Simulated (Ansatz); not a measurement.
# What settings do to one calculation: Zr started on a Zn site in cubic perovskite KZnF3, 20 atoms, charge +2

Ansatz (PAW, plane waves), atoms fixed. The base input:

```yaml
crystal:
  lattice:
    - [8.104526, 0.000000, 0.000000]
    - [0.000000, 8.104526, 0.000000]
    - [0.000000, 0.000000, 4.052263]
  atoms:
    - { symbol: K, position: [0.013749, 0.003743, 0.989538] }
    - { symbol: K, position: [0.998897, 0.496286, 0.998268] }
    - { symbol: K, position: [0.497483, 0.988282, 0.027082] }
    - { symbol: K, position: [0.508107, 0.500933, 0.000012] }
    - { symbol: Zr, position: [0.259326, 0.252917, 0.508785] }
    - { symbol: Zn, position: [0.251241, 0.761451, 0.504143] }
    - { symbol: Zn, position: [0.752944, 0.245469, 0.508705] }
    - { symbol: Zn, position: [0.756977, 0.750433, 0.515854] }
    - { symbol: F, position: [0.248138, 0.254193, 0.995805] }
    - { symbol: F, position: [0.246477, 0.749192, 0.995285] }
    - { symbol: F, position: [0.759545, 0.246411, 0.026342] }
    - { symbol: F, position: [0.759374, 0.741207, 0.998865] }
    - { symbol: F, position: [0.991604, 0.255157, 0.548920] }
    - { symbol: F, position: [0.991349, 0.755240, 0.515468] }
    - { symbol: F, position: [0.490237, 0.255307, 0.504354] }
    - { symbol: F, position: [0.495281, 0.745196, 0.486054] }
    - { symbol: F, position: [0.252875, 0.991366, 0.518654] }
    - { symbol: F, position: [0.244521, 0.502280, 0.518441] }
    - { symbol: F, position: [0.749291, 0.998104, 0.509030] }
    - { symbol: F, position: [0.748912, 0.502609, 0.510102] }
kpoints:
  mp_grid: { grid: [2, 2, 2], shift: [0.5, 0.5, 0.5] }
hamiltonian:
  xc: pbesol
total_charge: 2
scf:
  occupations: { method: fermi_dirac, width: 0.01 }
output:
  forces: true
  eigenvalues: true
  populations: true
  charged_corrections: { epsilon: 8 }
```

Command:

```sh
ansatz run in.yaml --threads 8 --pin off --max-ram 13300MiB --runs-dir r --events-out ev --progress --plain
```

It converged in 12 iterations and 4 s of wall time on 8 threads of a Platinum 8259CL processor, on a host shared with other runs; peak host memory 0.94 GiB; largest force component 3.64 eV/Å. The cutoff was the default, 420 eV. The base isn't a converged reference: it has few k points, and its atoms are unrelaxed. Each run below changes the keys shown and caps the iterations.

| run | changed | ending | iterations | free energy less the base (meV per atom) | rms change of forces (eV/Å) | change of pressure (GPa) | wall time (s, shared host) |
| --- | --- | --- | --- | --- | --- | --- | --- |
| 1 | initial_magnetization 1, max_iter 60 | converged | 14 | 0.0 | 0.000 | – | 8.1 CPU |
| 2 | dr2_threshold 0.001, max_iter 50 | converged | 7 | 0.0 | 0.001 | – | 3.5 CPU |
| 3 | ecutrho_ratio 8, accuracy low, max_iter 80 | converged | 12 | 0.0 | 0.000 | – | 4.4 CPU |
| 4 | mixing beta 1.0, ecutwfc 650 eV, max_iter 100 | converged | 12 | -4.2 | 0.002 | – | 6.8 CPU |
| 5 | mixing algorithm broyden, occupations methfessel_paxton, ecutwfc 480 eV, max_iter 60 | converged | 12 | -3.5 | 0.002 | – | 4.5 CPU |
| 6 | ecutwfc 800 eV, max_iter 90 | converged | 12 | -4.6 | 0.002 | – | 6.6 CPU |
| 7 | dispersion d3bj, max_iter 60 | converged | 12 | other zero | 0.001 | – | 3 CPU |
| 8 | n_extra_bands 4, max_iter 50 | converged | 12 | 0.0 | 0.000 | – | 3.7 CPU |

«Other zero»: another functional, charge or dispersion term moves the zero of energy, so the difference says nothing of accuracy.

Q: Which changes leave the result alone, and which of the same physical model moves the forces most?

A: The forces move by under 0.002 eV/Å in runs 1, 2, 3, 5, 6, 8. Among the runs with the same functional, charge and dispersion term, none moves them by over 0.01 eV/Å.
